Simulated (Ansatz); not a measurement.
Crystals of one structure type (CsCl type) and one family of elements, relaxed and computed with PBE in the plane-wave PAW code Ansatz.

```
crystal  V (Å³/atom)  B₀ by P(V) fit (GPa)
-------  -----------  --------------------
AlN             8.92                   190
BP             10.00                   133
GaN            10.31                   148
BAs            12.70                   103
GaP            16.65                  70.6
InP            20.50                     ?
GaSb           23.62                  47.1
```

Q: Fit a straight line to ln B₀ against ln V and predict the withheld value.

A: Least squares on the 6 shown rows: ln B₀ = -1.38 × ln V + (8.175), with a scatter of 7 %. For InP this gives 55.0. The run itself gave 63.9, outside the scatter: the line misses something about this case.

Constructed cells (a structure type filled with these elements, in neither database checked): AlN, CsCl type; GaN, CsCl type; GaP, CsCl type; InP, CsCl type; GaSb, CsCl type. Typed or built starts, not in the databases checked: BP, CsCl type; BAs, CsCl type. Not the usual ambient phase: AlN, CsCl type; BP, CsCl type; GaN, CsCl type; BAs, CsCl type; GaP, CsCl type; InP, CsCl type; GaSb, CsCl type. All cells were relaxed under the symmetry of their starts (and spin orders); stability against distortions was not tested throughout. Spin–orbit coupling is left out wherever it is not named.

Potentials: the earlier of the program's two PAW sets.
